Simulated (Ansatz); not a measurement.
Here is the system:

NaI:
```cif
data_INa
_chemical_formula_sum 'Na1 I1'
_space_group_name_H-M_alt 'P 1'
_space_group_IT_number 1
_cell_length_a 4.42631
_cell_length_b 4.42631
_cell_length_c 4.42631
_cell_angle_alpha 60.000
_cell_angle_beta 60.000
_cell_angle_gamma 60.000
loop_
_space_group_symop_operation_xyz
  'x, y, z'
loop_
_atom_site_label
_atom_site_type_symbol
_atom_site_fract_x
_atom_site_fract_y
_atom_site_fract_z
_atom_site_occupancy
Na1 Na 0.00000 0.00000 0.00000 1
I1 I 0.50000 0.50000 0.50000 1
```

This is the LDA-relaxed structure.

Problem. All from LDA in the plane-wave PAW code Ansatz, unless another level is named. Estimate the Young's modulus.

Solution. 27.5 GPa.

Problem. And the zero-point energy?

Solution. 18.1 meV/atom.

Space group Fm-3m (rock salt). The LDA relaxation kept the symmetry of its start; phonons on a q-mesh show no instability. Spin–orbit coupling is left out wherever it is not named.

Potentials: the later of the program's two PAW sets.
